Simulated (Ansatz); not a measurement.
Nb in space group P6/mmm (No. 191; Nb on 1a, Nb on 2d), a = 4.885 Å, b = 4.885 Å, c = 2.666 Å, α = 90.00°, β = 90.00°, γ = 120.00°.

This is the r²SCAN-relaxed structure.

Task: All from the program Ansatz at the r²SCAN level (PAW), unless another level is named. Estimate the density of states at the Fermi level.

Result: 0.95 states/eV per atom (mean over ±0.08 eV).

Task: What about the gap with spin–orbit coupling?

Result: none (metallic).

The start of the workflow was typed in or built on a structure type; neither database checked (COD, Materials Project) lists it. It is not the phase usual at ambient conditions (space group No. 229). The r²SCAN relaxation kept the symmetry of its start; whether a distortion lowers the energy is not shown. No spin polarisation was allowed. Axis ratios of metals converge slowly with the k-mesh, so a and c are less sure than the volume. Spin–orbit coupling is left out wherever it is not named.

Potentials: the earlier of the program's two PAW sets.
